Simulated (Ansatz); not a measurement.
The cell is Ga₃PN₂ as one 6-atom ordering (P3m1) on the zincblende lattice; cell and atoms were relaxed with r2SCAN. It is trigonal, P3m1 (No. 156); a = 3.396 Å, c = 8.445 Å in the conventional setting, 14.06 Å³ an atom. N has 4 Ga at 1.95–2.04 Å; N has 4 Ga at 1.95–2.05 Å; P has 4 Ga at 2.22–2.34 Å; Ga has 4 N at 1.95–2.04 Å; Ga has 3 N at 2.05 Å and 1 P at 2.34 Å; Ga has 1 N at 1.95 Å and 3 P at 2.22 Å.

```cif
data_structure
_symmetry_space_group_name_H-M 'P 1'
_symmetry_Int_Tables_number 1
_cell_length_a 3.3963
_cell_length_b 3.3963
_cell_length_c 8.4453
_cell_angle_alpha 90.000
_cell_angle_beta 90.000
_cell_angle_gamma 120.000
_cell_volume 84.37
loop_
_atom_site_label
_atom_site_type_symbol
_atom_site_fract_x
_atom_site_fract_y
_atom_site_fract_z
_atom_site_occupancy
N1 N 0.00000 0.00000 0.01661 1
N2 N 0.33333 0.66667 0.31546 1
P1 P 0.66667 0.33333 0.66234 1
Ga1 Ga 0.33333 0.66667 0.08453 1
Ga2 Ga 0.66667 0.33333 0.38526 1
Ga3 Ga 0.00000 0.00000 0.78580 1
```

The questions ask for values computed with Ansatz 0.2.0 on this geometry. Note: simulated data, non-magnetic, for a generated structure that need not be the stable one.

Given (12×12×4 mesh): PBE gives no gap: the lowest nominally empty band dips 0.38 eV below the top of the last filled one (its bottom at K–Γ (0.80 of the way from K), the top at Γ), so the cell is a metal or semimetal at this level.

Question: What does PBE+SOC give for the gap (12×12×4 mesh)?

Answer: PBE+SOC gives no gap: the lowest nominally empty band dips 0.39 eV below the top of the last filled one (its bottom at K–Γ (0.80 of the way from K), the top at A), so the cell is a metal or semimetal at this level.

Question: Estimate the gap with r2SCAN on 12×12×4.

Answer: With r2SCAN the bands overlap by 0.26 eV (counted from 1, band 27 peaks at Γ and band 28 bottoms out at K–Γ (0.80 of the way from K)): no gap.

Question: What do these levels agree on?

Answer: No level opens a gap, but no hybrid is among them, and semilocal functionals can close a real gap.

Only the levels marked +SOC include spin-orbit coupling.

Where an edge lies off the special points, it is a point of the mesh or the k point where a search put PBE's edge or least direct gap, reused for the other functionals, whose own edges may lie a little apart.
